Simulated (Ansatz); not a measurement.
Values for one crystal, relaxed and computed with PBE (plane waves, PAW; program Ansatz); other levels are named.

Volume per atom: 23.09 Å³
Band gap: 5.00 eV (direct)
Dynamical stability on the path: stable (no imaginary branch)
Elastic constants (relaxed ions, GPa): C11 = 47.3, C12 = 11.9, C44 = 12.4
Debye temperature from the elastic constants: 302 K
Poisson's ratio: 0.25
Young's modulus: 35.7 GPa

### Question
Which of these materials gives this?
A. MgO, rock salt
B. NaCl, rock salt
C. BN, NiAs type
D. KCl, rock salt

### Answer
B, NaCl, rock salt

Space group Fm-3m (rock salt). The cell was relaxed with PBE under the symmetry of its start.

Potentials: the later of the program's two PAW sets.
